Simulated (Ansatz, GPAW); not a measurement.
HfB: 6 runs at one level of theory

```
Hf B
1.0
     0.00000    2.31000    2.31000
     2.31000    0.00000    2.31000
     2.31000    2.31000    0.00000
Hf B
1 1
Cartesian
  2.3100 2.3100 2.3100
  0.0000 0.0000 0.0000
```

Alike in all runs: task band structure; functional PBEsol; k mesh 10 × 10 × 10; occupations fermi-dirac, width 0.05 eV; no spin polarisation; no spin-orbit coupling. Pressure is positive in compression and, in plane waves, holds the error of the finite cutoff, which Ansatz's Pulay term estimates and takes out.

```tsv
program and potentials	plane-wave cutoff (eV)	notes	pressure (GPa)
Ansatz, JTH PAW	1230	potentials made for PBE; 7.5 valence electrons an atom on average; Pulay term of +0.03 GPa included	24.78
Ansatz, PseudoDojo standard (PBEsol files)	1034	7.5 valence electrons an atom on average; Pulay term of +0.03 GPa included	24.64
Ansatz, Ansatz PAW (files of its older set among them)	710	potentials made for PBE, which Ansatz adapts in part; 14.5 valence electrons an atom on average; Pulay term of +0.02 GPa included	23.32
Ansatz, all-electron LAPW, scalar-relativistic	-	-	?
GPAW, PAW data sets generated for this functional	800	7.5 valence electrons an atom on average	25.59
Ansatz, PseudoDojo stringent (PBEsol files)	1796	14.5 valence electrons an atom on average; Pulay term of +0.04 GPa included	23.14
```

Q: Estimate from the other rows what the run with Ansatz, all-electron LAPW, scalar-relativistic gave.

A: Pressure 23.25 GPa. The other rows, which needn't bracket it: pressure 23.14 to 25.59.
